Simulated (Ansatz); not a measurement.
# Sr2NiH4 single point

Input file of Ansatz 0.2.0:

```yaml
crystal:
  lattice:
    - [3.649865, 3.602669, 0.0]
    - [3.649865, -3.602669, 0.0]
    - [0.418004, 0.0, -7.407058]
  atoms:
    - { symbol: H, position: [0.272, 0.272, 0.513] }
    - { symbol: H, position: [0.728, 0.728, 0.487] }
    - { symbol: Ni, position: [0.0, 0.0, 0.0] }
    - { symbol: H, position: [0.253, 0.253, 0.881] }
    - { symbol: H, position: [0.747, 0.747, 0.119] }
    - { symbol: H, position: [0.42, 0.42, 0.284] }
    - { symbol: H, position: [0.58, 0.58, 0.716] }
    - { symbol: H, position: [0.223, 0.777, 0.0] }
    - { symbol: H, position: [0.777, 0.223, 0.0] }
    - { symbol: Ni, position: [0.5, 0.5, 0.5] }
    - { symbol: Sr, position: [0.57, 0.02, 0.755] }
    - { symbol: Sr, position: [0.98, 0.43, 0.245] }
    - { symbol: Sr, position: [0.43, 0.98, 0.245] }
    - { symbol: Sr, position: [0.02, 0.57, 0.755] }
  symmetry: { tolerance: 0.0003 }
kpoints:
  mp_grid: { grid: [5, 5, 4], shift: [0, 0, 0] }
  band_path:
    path:
      - [0.0, 0.0, 0.0]
      - [0.49435208, -0.49435208, 0.0]
      - [-0.49435208, -0.50564792, 0.0]
      - [-0.5, -0.5, 0.0]
      - [0.0, 0.0, 0.0]
      - [-0.5, -0.5, -0.5]
      - [-0.48080546, -0.51919454, -0.5]
      - [0.48080546, -0.48080546, -0.5]
      - [0.0, 0.0, -0.5]
      - [0.0, 0.0, 0.0]
      - [0.0, -0.5, -0.5]
    npoints: 6
magnetization:
  spin_polarized: false
scf:
  occupations: { method: tetrahedron }
  lower_state_search: "off"
  max_iter: 200
hamiltonian:
  pseudopotentials: { kind: paw }
  xc: r2scan
basis:
  ecutwfc: 500
  fft_grid_basis: typed
output:
  forces: true
  stress: true
  eigenvalues: true
  populations: true
  elf: true
  write_potential: true
  volumetric_format: npy
  dos:
    e_range: [-12, 8]
    de: 0.05
    projected: { site_lists: { H: [H], Ni: [Ni], Sr: [Sr] } }
checkpoint:
  read: saved_state
```

The run starts from an earlier solution of this cell. 

Excerpt of what it printed:

```
band count auto-derived: 57 (N_el = 84.0; filled up to band 42; 56 by the electrons, moments and atoms)
Pseudopotentials: kind: paw
Pseudopotential: H, paw, valence charge 1, recommended cutoff 500 eV (meta_gga), H.paw.azcp
Pseudopotential: Ni, paw, valence charge 18, recommended cutoff 500 eV (meta_gga), Ni.paw.azcp
Pseudopotential: Sr, paw, valence charge 10, recommended cutoff 500 eV (meta_gga), Sr.paw.azcp
Functional definition: r2SCAN
  exchange = r2scan_x(k0 = k0, k1 = k1, a1 = a1)
  correlation = r2scan_c
Crystal: 14 atoms, lattice volume = 194.795 Å³
Basis set: ecut = 500 eV, 4953 PW (Γ), exchange–correlation on 160×160×240 points (64 copies of the dense FFT grid, shifted against one another)
Bands: 57, of which v1, the nominal top of the filled ones, is band 42 counted from 1 (41 counted from 0)
Symmetry: 4 space group operations
Space group: C2/m (ITA 12), of the structure as read, at distance tolerance 1.7e-3 Å
k-points: 33 of 100
Initial density: read from a saved state, or passed on in memory by an earlier SCF of this step, an earlier step, the calling program or the single point that the run made first
Functional: x = r2scan, c = r2scan; τ floored in thin density (d = 2e-4 eV/Å³)
SCF iter   1: F=—  Δρ=2.29e-3  dr2=4.17e-3  dr2_τ=6.73e-4
SCF iter   2: F=—  Δρ=7.19e-3  dr2=9.93e-2  dr2_τ=5.66e-4  recentre
SCF iter   3: F=—  Δρ=2.13e-3  dr2=4.32e-3  dr2_τ=3.64e-4
SCF iter   4: F=—  Δρ=1.28e-3  dr2=1.41e-3  dr2_τ=2.45e-4
SCF iter   5: F=—  Δρ=4.11e-4  dr2=5.12e-4  dr2_τ=2.62e-5
SCF iter   6: F=—  Δρ=2.92e-4  dr2=2.08e-4  dr2_τ=3.61e-6
SCF iter   7: F=—  Δρ=1.64e-4  dr2=4.77e-5  dr2_τ=1.90e-6
SCF iter   8: F=—  Δρ=1.45e-4  dr2=4.26e-5  dr2_τ=4.01e-7
SCF iter   9: F=—  Δρ=1.84e-5  dr2=1.51e-6  dr2_τ=1.68e-8
SCF iter  10: F=—  Δρ=2.31e-5  dr2=1.10e-6  dr2_τ=6.03e-9  defer=1
SCF iter  11: F=—  Δρ=7.98e-5  dr2=1.10e-5  dr2_τ=3.95e-8  defer=1  recentre
SCF iter  12: F=—  Δρ=8.42e-6  dr2=2.62e-7  dr2_τ=1.40e-9  defer=1
SCF iter  13: F=—  Δρ=8.50e-6  dr2=1.56e-7  dr2_τ=6.67e-10  defer=1
SCF iter  14: F=-26041.5204 eV  Δρ=3.66e-6  dr2=2.32e-8  dr2_τ=1.18e-10
Free energy (F): -26041.5204 eV
Harris-Foulkes:  -26041.5204 eV  (|F-HF|=1.50e-8)
Internal energy: -26041.5183 eV  (E = F + TS)
E sigma→0 (E₀):  -26041.5204 eV
Entropy (-TS):   -0.0021 eV (-0.151 meV/atom)
Fermi energy:    8.3844 eV
--- Per-component energies (eV) ---
  E_band       = -1376.6620
  E_kinetic    = 1669.3835
  E_local      = -13711.6393  (includes V_loc(G=0)·N_el)
  E_nonlocal   = 2104.3951
  E_hartree    = 5429.3263
  E_xc         = -886.7875
  E_vxc        = -1048.9210  (∫ρ·V_xc dr)
  E_paw        = -14163.2096  (= ΣΔE_a)
  E_vpaw       = -1308.1129  (= ΣTr[D̂ρ^β])
  E_aug_tail   = -0.0028  (compensation charges beyond the density's cutoff)
  E_vtau       = 59.5701  (kinetic-family band-sum trace: ∫τ·v_τ [+ j·A + Jᵃ·Aᵃ] dr)
  E_ewald      = -6481.7996
  E_core_change = -1.1843  (= ΣΔE_core)
  E_smearing   = -0.0021  (= −TS)
--- Forces (eV/Å), atoms counted from 1 ---
  atom   1  H      0.4127     0.0000    -0.6244
  atom   2  H     -0.4127     0.0000     0.6244
  atom   3  Ni     0.0000     0.0000     0.0000
  atom   4  H     -0.8116     0.0000    -1.3095
  atom   5  H      0.8116     0.0000     1.3095
  atom   6  H      1.6332     0.0000    -0.6027
  atom   7  H     -1.6332     0.0000     0.6027
  atom   8  H      0.0000    -0.2212     0.0000
  atom   9  H      0.0000     0.2212     0.0000
  atom  10  Ni     0.0000     0.0000     0.0000
  atom  11  Sr    -0.1670    -0.7799     0.3637
  atom  12  Sr     0.1670    -0.7799    -0.3637
  atom  13  Sr     0.1670     0.7799    -0.3637
  atom  14  Sr    -0.1670     0.7799     0.3637
--- Stress (GPa, compression-positive) ---
        1.8506       0.0000       0.3334
        0.0000       5.8922       0.0000
        0.3334       0.0000       0.3015
  P = ⅓ Tr σ = 2.6814 GPa (26.814 kbar)
--- Löwdin populations: 14 sites ---
  site symbol       q [e]
     0      H      1.4918
     1      H      1.4918
     2     Ni     17.8890
     3      H      1.5961
     4      H      1.5961
     5      H      1.5431
     6      H      1.5431
     7      H      1.5126
     8      H      1.5126
     9     Ni     17.8037
    10     Sr      8.5686
    11     Sr      8.5686
    12     Sr      8.5686
    13     Sr      8.5686
  spilling = 0.0208 (of n_electrons = 84.0000)
```

Origin: a known structure type with other elements, at an estimated volume, so it need not be a known compound. Caveats: empty levels are not fully converged; forces and stress under tetrahedra may miss the slope of the energy; no spin polarisation, so a magnetic state may lie lower; atoms or cell far from equilibrium.
